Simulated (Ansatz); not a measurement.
Hf$_{2}$N$_{2}$O:
```
Hf2N2O
1.0
    6.82037     1.62516     0.00000
   -6.82037     1.62516     0.00000
   -1.46407     0.00000     8.01866
Hf N O
6 6 3
Cartesian
 -7.57942   1.62516   6.48063
  6.11535   1.62516   1.53802
  1.07785   1.62516   3.80606
 -2.54192   1.62516   4.21260
  2.46830   1.62516   1.05304
 -3.93237   1.62516   6.96561
 -0.46247   1.62516   5.26680
 -1.00160   1.62516   2.75185
 -5.88544   1.62516   7.72832
  4.42137   1.62516   0.29033
 -5.52122   1.62516   2.28745
  4.05715   1.62516   5.73120
 -4.84485   1.62516   4.94890
  3.38077   1.62516   3.06975
  0.00000   1.62516   0.00000
```

Relaxed with r²SCAN.

Task: Give the Bader charges and basin volumes of the independent atoms, DFT-r²SCAN in the program Ansatz with PAW potentials.

Result: 

| atom | Bader charge (e) | Bader volume (Å³) |
|---|---|---|
| Hf1 | +2.48 | 10.3 |
| Hf3 | +2.53 | 10.4 |
| Hf5 | +2.46 | 10.6 |
| N7 | -1.76 | 13.4 |
| N9 | -1.76 | 12.9 |
| N11 | -1.82 | 12.7 |
| O13 | -1.40 | 12.3 |
| O15 | -1.46 | 12.4 |

Space group C2/m. The first step of the workflow began from a Materials Project structure, measured or hypothetical; the Crystallography Open Database copy checked does not list it. Its standing as an ambient phase is unchecked. Symmetry was held in the r²SCAN relaxation; its stability against distortions is not shown here. The run is not spin-polarised. Scalar-relativistic: spin–orbit coupling is off unless named, which matters more the heavier the elements.

Potentials: the later of the program's two PAW sets.
